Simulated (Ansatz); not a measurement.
AlN:
```xyz
2
Lattice="0.0000 2.1711 2.1711 2.1711 0.0000 2.1711 2.1711 2.1711 0.0000" Properties=species:S:1:pos:R:3 pbc="T T T"
Al     0.0000     0.0000     0.0000
N      1.0855     1.0855     1.0855
```

Relaxed with LDA. Special points in fractions of this cell's reciprocal vectors: Γ (0.000, 0.000, 0.000); X (0.500, 0.000, 0.500); U (0.625, 0.250, 0.625); K (0.375, 0.375, 0.750); L (0.500, 0.500, 0.500); W (0.500, 0.250, 0.750).

### Question
List the band energies nearest the valence-band maximum at these points for LDA in the plane-wave PAW code Ansatz.

### Answer
In eV from the valence-band maximum; about four levels below and three above (degenerate sets whole), none deeper than 8.9 eV; … stands for higher levels left out; points with the same levels are listed once.

```
k              below         above
-  -----------------  ------------
Γ     0.00 0.00 0.00        4.39 …
X  -5.00 -1.80 -1.80   3.25 8.53 …
U  -4.33 -3.71 -1.39  5.11 10.07 …
L  -5.97 -0.48 -0.48   7.43 9.89 …
W  -3.83 -3.53 -2.75  6.00 11.34 …
```

Space group F-43m (zinc blende). The LDA relaxation kept the symmetry of its start.

Potentials: the earlier of the program's two PAW sets. The files were generated under PBE; for other functionals the program regenerates the frozen cores, and for LDA and PBEsol the local potential too.
